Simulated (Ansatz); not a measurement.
Consider the following.

MgO (CsCl type, space group No. 221), a = 2.6193 Å, b = 2.6193 Å, c = 2.6193 Å, α = 90.00°, β = 90.00°, γ = 90.00°.

This is the HSE06-relaxed structure.

All from HSE06 (plane waves, PAW; program Ansatz), unless another level is named. Predict the band gap.

4.24 eV (indirect).

Next, the smallest direct gap on the standard path?

5.34 eV.

Next, the valence-band maximum?

at M.

Next, the conduction-band minimum?

at Γ.

Space group Pm-3m (CsCl type). This is a known high-pressure phase of the composition, computed here at zero pressure and temperature. The cell was relaxed with HSE06 under the symmetry of its start; its stability against distortions is not shown here. The hybrid was solved on a coarse mesh, the path and, where they were found, the r²SCAN edge points; its band edges are the extreme levels among these.

Potentials: the later of the program's two PAW sets.
